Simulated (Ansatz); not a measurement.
A geometry of Si away from equilibrium: the start of the relaxation of a relaxed Si cell with every coordinate shifted by Gaussian noise of σ = 0.3 Å. Method: r2SCAN (plane waves to 500 eV, PAW, scalar-relativistic; Ansatz, a program for electronic structure). Γ-centred k-mesh 7×7×7 on the run's cell (coarser than for final values), Fermi–Dirac smearing 0.05 eV.

```xyz
2
Lattice="0.0000 2.7222 2.7222 2.7222 0.0000 2.7222 2.7222 2.7222 0.0000" Properties=species:S:1:pos:R:3 pbc="T T T"
Si     1.9486     2.2228     2.9620
Si     4.3152     3.7742     4.4305
```

**Question.** Give the Cartesian forces on all atoms (eV/Å).

**Answer.** 
```json
[
 {"atom": "Si1", "Fx": "3.81", "Fy": "1.02", "Fz": "-3.52"},
 {"atom": "Si2", "Fx": "-3.81", "Fy": "-1.02", "Fz": "3.52"}
]
```

**Question.** What is the pressure?

**Answer.** +22.3 GPa, compression positive.

**Question.** How far above the relaxed end point is this geometry?

**Answer.** 1.98 eV/atom; the path ends in Fd-3m (No. 227) (diamond type).

No spin polarisation in the result.

The run could not lose the symmetry of its start.
